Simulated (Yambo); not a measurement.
Material: YSF (space group P6_3/mmc, No. 194); a = 4.0318 Å, b = 4.0318 Å, c = 16.7198 Å, α = 90.00°, β = 90.00°, γ = 120.00° (12 atoms in the cell). The geometry is that of Materials Project entry mp-3632, symmetrised and not relaxed again.

With PBEsol (pw.x of Quantum ESPRESSO, ONCV potentials, no spin-orbit coupling), the gap between the mesh's edge points (Γ → (0, 0.333, 0)) is 2.650 eV.

**Question.** Estimate the G0W0 gap between the same points from Yambo (3×3×1 Γ-centred k mesh, bands 5 to 346 and a 7 Ry block in the screening, 346 bands in G with the Bruneval-Gonze terminator, plasmon pole fitted at 27.2 eV).

**Answer.** The correction is 1.851 eV, giving 4.502 eV, 1.7 times the PBEsol value. The mesh misses a band edge: along a dense path the PBEsol gap is 2.44 eV against 2.65 eV on the mesh. Nearest settings tried, and what they do to the gap: 226 bands in W, 226 bands in G: +3 meV; 6 Ry block (379 vectors against 549): -42 meV. Not varied: mesh. So the settings aren't converged at that level.
